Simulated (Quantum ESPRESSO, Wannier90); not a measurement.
SiO2 (P3₁21), plane waves to Wannier functions

Cell from Materials Project (mp-7000), symmetrised, no further relaxation. COD (Crystallography Open Database) has the formula in 34 space groups, this one among them (matched by group alone). Method: PBEsol plane waves in Quantum ESPRESSO 7.5 (PseudoDojo norm-conserving files, 68 Ry, no spin polarisation, no spin-orbit coupling), Bloch states on a 6×6×4 mesh through Γ, Wannier90 4.0.1. Density: 12×12×6 mesh, cold smearing 0.01 Ry.

On the energy scale of pw.x, whose zero is arbitrary, the valence-band maximum lies at 2.40 eV.

Input w.win:

```
num_bands = 12
num_wann = 12
exclude_bands = 1-12,25-53
num_iter = 1000
conv_tol = 1.0e-6
conv_window = 4
write_hr = true
write_u_matrices = true
auto_projections = true
begin unit_cell_cart
ang
    4.9149700525    0.0000000000    0.0000000000
   -2.4574850262    4.2564889243    0.0000000000
    0.0000000000    0.0000000000    5.4313000000
end unit_cell_cart
begin atoms_frac
Si  -0.4689100000 -0.4689100000  0.0000000000
Si   0.4689100000  0.0000000000  0.3333333333
Si  -0.0000000000  0.4689100000 -0.3333333333
O    0.2692200000  0.4133900000 -0.2151100000
O   -0.4133900000 -0.1441700000  0.1182233333
O    0.1441700000 -0.2692200000  0.4515566667
O    0.4133900000  0.2692200000  0.2151100000
O   -0.1441700000 -0.4133900000 -0.1182233333
O   -0.2692200000  0.1441700000 -0.4515566667
end atoms_frac
mp_grid = 6 6 4
begin kpoints
0.0000000000 0.0000000000 0.0000000000
0.0000000000 0.0000000000 0.2500000000
0.0000000000 0.0000000000 0.5000000000
... (141 more lines: the 6x6x4 mesh through Gamma)
end kpoints
```

Input of pw2wannier90.x that gives the overlap and projection files (equivalent; here they were cut from one run over all bands):

```
&inputpp
  outdir = './out'
  prefix = 'pwscf'
  seedname = 'w'
  write_amn = .true.
  write_mmn = .true.
  scdm_proj = .true.
  scdm_entanglement = 'isolated'
/
```

Output w.wout (banner and timings cut):

```
                                    ------
                                    SYSTEM
                                    ------

                              Lattice Vectors (Ang)
                    a_1     4.914970   0.000000   0.000000
                    a_2    -2.457485   4.256489   0.000000
                    a_3     0.000000   0.000000   5.431300

                   Unit Cell Volume:     113.62560  (Ang^3)

                        Reciprocal-Space Vectors (Ang^-1)
                    b_1     1.278377   0.738071  -0.000000
                    b_2     0.000000   1.476143   0.000000
                    b_3     0.000000  -0.000000   1.156847

 *----------------------------------------------------------------------------*
 |   Site       Fractional Coordinate          Cartesian Coordinate (Ang)     |
 +----------------------------------------------------------------------------+
 | si   1  -0.46891  -0.46891   0.00000   |   -1.15234  -1.99591   0.00000    |
 | si   2   0.46891   0.00000   0.33333   |    2.30468   0.00000   1.81043    |
 | si   3  -0.00000   0.46891  -0.33333   |   -1.15234   1.99591  -1.81043    |
 | o    1   0.26922   0.41339  -0.21511   |    0.30731   1.75959  -1.16833    |
 | o    2  -0.41339  -0.14417   0.11822   |   -1.67750  -0.61366   0.64211    |
 | o    3   0.14417  -0.26922   0.45156   |    1.37020  -1.14593   2.45254    |
 | o    4   0.41339   0.26922   0.21511   |    1.37020   1.14593   1.16833    |
 | o    5  -0.14417  -0.41339  -0.11822   |    0.30731  -1.75959  -0.64211    |
 | o    6  -0.26922   0.14417  -0.45156   |   -1.67750   0.61366  -2.45254    |
 *----------------------------------------------------------------------------*
                                ------------
                                K-POINT GRID
                                ------------

             Grid size =  6 x  6 x  4      Total points =  144

 *---------------------------------- MAIN ------------------------------------*
 |  Number of Wannier Functions               :                12             |
 |  Number of Objective Wannier Functions     :                12             |
 |  Number of input Bloch states              :                12             |
 |  Output verbosity (1=low, 5=high)          :                 1             |
 |  Timing Level (1=low, 5=high)              :                 1             |
 |  Optimisation (0=memory, 3=speed)          :                 3             |
 |  Length Unit                               :               Ang             |
 |  Post-processing setup (write *.nnkp)      :                 F             |
 |  Using Gamma-only branch of algorithms     :                 F             |
 *----------------------------------------------------------------------------*
 *------------------------------- WANNIERISE ---------------------------------*
 |  Total number of iterations                :              1000             |
 |  Number of CG steps before reset           :                 5             |
 |  Trial step length for line search         :             2.000             |
 |  Convergence tolerence                     :         0.100E-05             |
 |  Convergence window                        :                 4             |
 |  Iterations between writing output         :                 1             |
 |  Iterations between backing up to disk     :               100             |
 |  Write r^2_nm to file                      :                 F             |
 |  Write xyz WF centres to file              :                 F             |
 |  Write on-site energies <0n|H|0n> to file  :                 F             |
 |  Use guiding centre to control phases      :                 F             |
 |  Use phases for initial projections        :                 F             |
 *----------------------------------------------------------------------------*
 *-------------------------------- PLOTTING ----------------------------------*
 |  Plotting Hamiltonian in WF basis          :                 T             |
 *----------------------------------------------------------------------------*

       ... (k-mesh section left out)

 Starting a new Wannier90 calculation ...

 Reading overlaps from w.mmn

 Reading projections from w.amn

 *------------------------------- WANNIERISE ---------------------------------*
 +--------------------------------------------------------------------+<-- CONV
 | Iter  Delta Spread     RMS Gradient      Spread (Ang^2)            |<-- CONV
 +--------------------------------------------------------------------+<-- CONV

 ------------------------------------------------------------------------------
 Initial State
  WF centre and spread    1  (  1.444370, -1.107974,  2.493095 )     1.35372924
  WF centre and spread    2  (  0.237348,  1.804848, -1.127772 )     1.35372924
  WF centre and spread    3  ( -1.681718, -0.696874,  0.682662 )     1.35372924
  WF centre and spread    4  ( -1.681129,  0.699566, -2.498265 )     1.36409382
  WF centre and spread    5  (  0.234723, -1.805683, -0.687832 )     1.36409382
  WF centre and spread    6  (  1.446406,  1.106117,  1.122602 )     1.36409382
  WF centre and spread    7  (  1.423501,  1.154370,  1.130572 )     1.24482629
  WF centre and spread    8  (  0.287963, -1.809973, -0.679861 )     1.24482629
  WF centre and spread    9  ( -1.711465,  0.655603, -2.490294 )     1.24482629
  WF centre and spread   10  ( -1.712106, -0.652105,  0.686000 )     1.27134154
  WF centre and spread   11  (  1.420793, -1.156675,  2.496433 )     1.27134154
  WF centre and spread   12  (  0.291314,  1.808780, -1.124434 )     1.27134154
  Sum of centres and spreads ( -0.000000, -0.000000,  0.002906 )    15.70197266

      0     0.157E+02     0.0000000000       15.7019726416  <-- CONV
        O_D=      0.0154098 O_OD=      0.6169417 O_TOT=     15.7019726 <-- SPRD
 ------------------------------------------------------------------------------
      1    -0.241E+00     0.3354643998       15.4607159058  <-- CONV
        O_D=      0.0128485 O_OD=      0.3782463 O_TOT=     15.4607159 <-- SPRD
      2    -0.739E-01     0.2653927653       15.3867985555  <-- CONV
        O_D=      0.0114017 O_OD=      0.3057757 O_TOT=     15.3867986 <-- SPRD
      3    -0.428E-01     0.2167395444       15.3439964615  <-- CONV
        O_D=      0.0102829 O_OD=      0.2640924 O_TOT=     15.3439965 <-- SPRD
      4    -0.199E-01     0.1707603654       15.3240852750  <-- CONV
        O_D=      0.0093183 O_OD=      0.2451458 O_TOT=     15.3240853 <-- SPRD
      5    -0.780E-02     0.1109415826       15.3162881301  <-- CONV
        O_D=      0.0085082 O_OD=      0.2381588 O_TOT=     15.3162881 <-- SPRD
       ... (lines left out)
     18    -0.290E-06     0.0006736259       15.3131689279  <-- CONV
        O_D=      0.0083868 O_OD=      0.2351610 O_TOT=     15.3131689 <-- SPRD
     19    -0.141E-06     0.0005518774       15.3131687872  <-- CONV
        O_D=      0.0083868 O_OD=      0.2351609 O_TOT=     15.3131688 <-- SPRD
     20    -0.115E-06     0.0003587988       15.3131686717  <-- CONV
        O_D=      0.0083867 O_OD=      0.2351608 O_TOT=     15.3131687 <-- SPRD
             <<<     Delta < 1.000E-06  over  4 iterations     >>>
             <<< Wannierisation convergence criteria satisfied >>>
 Final State
  WF centre and spread    1  (  1.441572, -1.106942,  2.494836 )     1.33735718
  WF centre and spread    2  (  0.237853,  1.801909, -1.126030 )     1.33735718
  WF centre and spread    3  ( -1.679426, -0.694967,  0.684403 )     1.33735718
  WF centre and spread    4  ( -1.678614,  0.694591, -2.495178 )     1.33575615
  WF centre and spread    5  (  0.237773, -1.801018, -0.684744 )     1.33575615
  WF centre and spread    6  (  1.440841,  1.106427,  1.125689 )     1.33575615
  WF centre and spread    7  (  1.422317,  1.153409,  1.130428 )     1.21642661
  WF centre and spread    8  (  0.287722, -1.808467, -0.680006 )     1.21642661
  WF centre and spread    9  ( -1.710040,  0.655059, -2.490439 )     1.21642661
  WF centre and spread   10  ( -1.709230, -0.654692,  0.680350 )     1.21484961
  WF centre and spread   11  (  1.421595, -1.152891,  2.490783 )     1.21484961
  WF centre and spread   12  (  0.287635,  1.807583, -1.130084 )     1.21484961
  Sum of centres and spreads ( -0.000000, -0.000000,  0.000008 )    15.31316869

         Spreads (Ang^2)       Omega I      =    15.069621140
        ================       Omega D      =     0.008386740
                               Omega OD     =     0.235160792
    Final Spread (Ang^2)       Omega Total  =    15.313168672
```
